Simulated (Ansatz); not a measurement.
**LaSb2Au: pressure against volume**

A database entry relaxed whole under r2SCAN (P4/nmm):

```yaml
crystal:
  lattice:
    - [4.46959, 0.00000, 0.00000]
    - [0.00000, 4.46959, 0.00000]
    - [0.00000, 0.00000, 10.61721]
  atoms:
    - { symbol: La, position: [0.50000, 0.00000, 0.74456] }
    - { symbol: La, position: [0.00000, 0.50000, 0.25544] }
    - { symbol: Sb, position: [0.50000, 0.00000, 0.16699] }
    - { symbol: Sb, position: [0.00000, 0.50000, 0.83301] }
    - { symbol: Sb, position: [0.00000, 0.00000, 0.50000] }
    - { symbol: Sb, position: [0.50000, 0.50000, 0.50000] }
    - { symbol: Au, position: [0.00000, 0.00000, 0.00000] }
    - { symbol: Au, position: [0.50000, 0.50000, 0.00000] }
```

The cell was scaled uniformly, its shape held, and the atoms relaxed at each volume with plane-wave PAW DFT (Ansatz 0.2.0; r2SCAN, 500 eV, 8×8×4 Γ-centred mesh, fermi-dirac occupations of width 0.100 eV; no spin, no spin-orbit coupling). One row is withheld.

```csv
volume (Å³/atom),energy over the lowest (meV/atom),pressure (GPa)
24.922,22.9,5.00
25.452,9.6,3.13
25.983,2.2,1.46
26.513,0.0,-0.05
27.043,2.5,-1.38
27.573,?,?
28.104,19.7,-3.65
```

Task: Fit the pressures of the other rows to the third-order Birch-Murnaghan form.

Result: With f = [(V₀/V)^(2/3) − 1]/2 and P = 3B₀f(1 + 2f)^(5/2)[1 + 3(B₀′ − 4)f/2], least squares gives V₀ = 26.50 Å³ an atom, B₀ = 70.9 GPa and B₀′ = 4.6; the rows miss the fit by less than 0.01 GPa. The slope of the energies differs from these pressures by less than 0.05 GPa.

Task: What does the withheld row hold?

Result: The fit gives -2.58 GPa at 27.573 Å³; the run gave -2.58 GPa and 9.2 meV an atom.

Caveats: the shape of the cell was held, so B₀ is an upper bound where the axes differ in stiffness; 0 K, fixed nuclei; the symmetry was kept, and this need not be the phase that is stable at 0 K; one mesh for all volumes; pressure is positive in compression.
